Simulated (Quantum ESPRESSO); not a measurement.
# GaScSn3Ta2Li: one composition in several site orders

Simulated, not a measurement. The program is pw.x of Quantum ESPRESSO 7.5 (plane-wave density functional theory). The cell is made up: eight metal atoms on a face-centred cubic lattice, with elements, volume, strain and displacements drawn at random and not relaxed, so it may be unstable or far from any real phase. PseudoDojo standard norm-conserving files set the functional (PBE unless stated); there is no spin polarisation or spin-orbit coupling, the Fermi-Dirac width of 0.25 eV means electrons at about 2900 K, and the masses in the input are unused placeholders. The tin pseudopotential is less sure than most, with forces differing by about three percent from a second method on plain tin. Heavy elements are run without spin-orbit coupling, which real alloys of them have. A spin test at this wide smearing found no moment, but such smearing suppresses magnetism that the real alloy may have.

The runs put one composition on the sites in different orders. Cell, positions, cutoff, mesh and smearing stay as in the input of run 1; sites are counted in its order. Stress in the tables is positive in tension.

Input of run 1:

```
&control calculation='scf', pseudo_dir='./dojo.nc.sr.pbe.v0_5.standard.upf', outdir='./o', disk_io='minimal', tprnfor=.true., tstress=.true. /
&system ibrav=0, nat=8, ntyp=5, nbnd=60, ecutwfc=79.96652505, nosym=.true., tot_charge=0,
 occupations='smearing', smearing='fd', degauss=0.0183746611
/
&electrons conv_thr=1.470e-08, electron_maxstep=70, mixing_beta=0.5 /
ATOMIC_SPECIES
Ga 1.0 Ga.upf
Li 1.0 Li.upf
Sc 1.0 Sc.upf
Sn 1.0 Sn.upf
Ta 1.0 Ta.upf
CELL_PARAMETERS angstrom
2.1615 4.3229 2.1615
2.1615 -4.3229 2.1615
4.3229 0.0 -4.3229
ATOMIC_POSITIONS angstrom
Ga -0.0005 -0.1152 -0.0442
Sc 2.2306 0.1543 -2.0966
Sn 2.1312 -2.2836 0.0799
Ta 4.3094 -2.1494 -2.1171
Ta 2.0852 2.0095 0.0921
Sn 4.3168 2.1974 -2.2714
Sn 2.1123 -0.0375 2.2589
Li 4.414 0.0625 -0.1107
K_POINTS automatic
5 5 4 1 1 1
```

| run | elements on sites 1 to 8 | free energy less that of run 1 (eV) | -TS (eV) | pressure (GPa) | stress xx (GPa) | stress yy (GPa) | stress zz (GPa) | stress yz (GPa) | stress xz (GPa) | stress xy (GPa) | iterations |
| --- | --- | --- | --- | --- | --- | --- | --- | --- | --- | --- | --- |
| 1 | Ga Sc Sn Ta Ta Sn Sn Li | 0.000 | -1.324 | 1.55 | 0.78 | -6.84 | 1.41 | 0.90 | -2.04 | -0.23 | 12 |
| 2 | Ta Sn Sn Sn Ga Sc Ta Li | -0.957 | -1.165 | 2.05 | -2.68 | -2.47 | -0.99 | 3.12 | 0.35 | 0.76 | 12 |
| 3 | Ga Ta Ta Sc Sn Sn Sn Li | -0.207 | -1.249 | 2.35 | -2.28 | -0.32 | -4.47 | -0.14 | -1.81 | -1.75 | 12 |
| 4 | Sn Sc Li Ga Ta Sn Sn Ta | 0.049 | -1.315 | 3.61 | -5.04 | 0.05 | -5.84 | -0.40 | -5.45 | -1.78 | 12 |
| 5 | Sc Sn Ta Sn Ga Ta Sn Li | -0.921 | -1.059 | 0.35 | 4.58 | -10.86 | 5.23 | 1.44 | -0.04 | -0.64 | 11 |
| 6 | Sn Li Sc Sn Ga Ta Ta Sn | -1.400 | -1.113 | 1.03 | 2.70 | -9.48 | 3.68 | -1.37 | 0.76 | -1.99 | 12 |

Forces Fx Fy Fz (eV/Å):

| site | run 1 | run 2 | run 3 | run 4 | run 5 | run 6 |
| --- | --- | --- | --- | --- | --- | --- |
| 1 | 0.23 0.03 0.33 | -0.02 0.13 -0.01 | 0.23 0.14 0.10 | 1.09 0.11 -0.29 | 0.18 0.23 0.13 | 0.28 0.29 0.15 |
| 2 | -0.28 -1.37 -0.37 | 0.14 -0.99 -0.08 | -1.16 -0.76 -0.13 | -0.57 -1.08 -0.57 | -0.45 -1.24 0.14 | -0.04 -0.51 -0.11 |
| 3 | 0.74 0.66 -1.04 | -0.37 0.72 -0.14 | 0.50 0.21 -0.30 | -0.02 0.31 -0.16 | 0.08 0.90 -0.21 | 0.26 0.74 -0.15 |
| 4 | -0.05 0.01 -0.65 | -0.06 -0.09 -0.66 | -0.27 0.01 -0.35 | -0.98 0.03 0.51 | -0.67 -0.03 -0.14 | -0.27 -0.20 -0.14 |
| 5 | 0.32 0.80 0.11 | -0.13 0.36 0.39 | 1.61 0.65 -1.06 | 1.32 0.71 -0.77 | 0.40 0.48 0.03 | 0.13 0.28 -0.36 |
| 6 | -0.68 -0.26 1.90 | 0.43 -0.18 0.90 | -0.89 -0.24 2.03 | -0.96 -0.41 1.90 | 0.28 -0.56 0.73 | 0.24 -0.27 0.24 |
| 7 | -0.07 0.29 -0.73 | 0.42 0.09 -0.94 | 0.35 0.12 -0.82 | 1.22 0.44 -2.02 | 0.51 0.33 -1.08 | 0.62 -0.07 -0.99 |
| 8 | -0.21 -0.16 0.45 | -0.41 -0.03 0.54 | -0.38 -0.14 0.54 | -1.10 -0.12 1.41 | -0.33 -0.12 0.39 | -1.23 -0.26 1.36 |

The sites are displaced and not relaxed, so the energy differences mix bonding between neighbours with strain and are not ordering energies. A rerun of one cell of this series at a higher cutoff and on a denser mesh moved values by no more than 0.005 eV in energy, 0.05 GPa in stress and 0.007 eV/Å in force, and a second program with other atomic files agreed on that cell to 2 % rms in force and 0.5 GPa in pressure.